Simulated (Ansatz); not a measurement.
TlBr:
```cif
data_BrTl
_chemical_formula_sum 'Tl1 Br1'
_space_group_name_H-M_alt 'P 1'
_space_group_IT_number 1
_cell_length_a 4.79301
_cell_length_b 4.79301
_cell_length_c 4.79301
_cell_angle_alpha 59.979
_cell_angle_beta 59.979
_cell_angle_gamma 59.979
loop_
_space_group_symop_operation_xyz
  'x, y, z'
loop_
_atom_site_label
_atom_site_type_symbol
_atom_site_fract_x
_atom_site_fract_y
_atom_site_fract_z
_atom_site_occupancy
Tl1 Tl 0.00000 0.00000 0.00000 1
Br1 Br 0.50000 0.50000 0.50000 1
```

Relaxed with PBE+D3(BJ).

Question: Which orbitals make up the states near the band edges in the program Ansatz at the PBE+D3(BJ) level (PAW)?

Answer: Top 1 eV of the valence band: Br 4p 73 %, Tl 6s 22 %. Bottom 1 eV of the conduction band: Tl 6p 81 %, Br 4s 10 %. Projections are on Löwdin-orthogonalised atomic valence shells; empty p or d shells of many metals are not among them.

Question: Tabulate the density of states.

Answer: States/eV per cell of 2 atoms, in 0.25 eV bins, energy from the valence-band maximum.

```
E (eV)  total  Br 4p  Tl 6p  Tl 6s
------  -----  -----  -----  -----
-7.89    0.00   0.00   0.00   0.00
-7.64    0.00   0.00   0.00   0.00
-7.39    0.00   0.00   0.00   0.00
-7.14    0.00   0.00   0.00   0.00
-6.89    0.00   0.00   0.00   0.00
-6.64    0.00   0.00   0.00   0.00
-6.39    0.00   0.00   0.00   0.00
-6.14    0.00   0.00   0.00   0.00
-5.89    0.00   0.00   0.00   0.00
-5.64    0.00   0.00   0.00   0.00
-5.39    0.00   0.00   0.00   0.00
-5.14    0.00   0.00   0.00   0.00
-4.89    0.46   0.13   0.01   0.33
-4.64    3.25   0.77   0.09   2.36
-4.39    3.12   0.58   0.10   2.38
-4.14    1.01   0.14   0.03   0.84
-3.89    0.15   0.01   0.00   0.13
-3.64    0.00   0.00   0.00   0.00
-3.39    0.00   0.00   0.00   0.00
-3.14    0.00   0.00   0.00   0.00
-2.89    0.00   0.00   0.00   0.00
-2.64    0.14   0.09   0.04   0.00
-2.39    1.06   0.76   0.27   0.02
-2.14    1.90   1.47   0.39   0.03
-1.89    3.80   3.16   0.57   0.05
-1.64    4.79   4.23   0.47   0.06
-1.39    5.18   4.82   0.23   0.08
-1.14    0.95   0.71   0.08   0.16
-0.89    1.95   1.48   0.10   0.36
-0.64    2.47   1.81   0.10   0.54
-0.39    1.47   1.03   0.05   0.37
-0.14    0.28   0.19   0.01   0.08
0.11     0.00   0.00   0.00   0.00
0.36     0.00   0.00   0.00   0.00
0.61     0.00   0.00   0.00   0.00
0.86     0.00   0.00   0.00   0.00
1.11     0.00   0.00   0.00   0.00
1.36     0.00   0.00   0.00   0.00
1.61     0.00   0.00   0.00   0.00
1.86     0.00   0.00   0.00   0.00
2.11     0.00   0.00   0.00   0.00
2.36     0.05   0.00   0.04   0.00
2.61     0.30   0.01   0.25   0.00
2.86     0.63   0.03   0.51   0.01
3.11     1.22   0.06   0.99   0.02
3.36     1.33   0.09   1.07   0.03
3.61     1.40   0.10   1.13   0.03
3.86     1.12   0.09   0.91   0.02
4.11     0.71   0.07   0.57   0.01
4.36     1.73   0.09   1.55   0.01
4.61     3.16   0.23   2.80   0.01
4.86     4.37   0.59   3.60   0.00
5.11     4.35   0.66   3.47   0.00
5.36     2.18   0.22   1.79   0.00
5.61     1.19   0.11   1.01   0.00
5.86     0.26   0.02   0.23   0.00
6.11     0.02   0.00   0.01   0.00
6.36     0.10   0.00   0.01   0.00
6.61     0.22   0.00   0.02   0.00
6.86     0.34   0.00   0.03   0.00
7.11     0.47   0.01   0.03   0.00
```

Space group Fm-3m (rock salt). The cell is a constructed one: a structure type filled with these elements; the Crystallography Open Database copy checked does not list it. COD files the formula under space group No. 221, so this cell is another polymorph or a model. Whether it is the stable phase at ambient conditions was not checked. Symmetry was held in the PBE+D3(BJ) relaxation; phonons on a q-mesh show no instability. Scalar-relativistic: spin–orbit coupling is off unless named, which matters more the heavier the elements.

Potentials: the later of the program's two PAW sets.
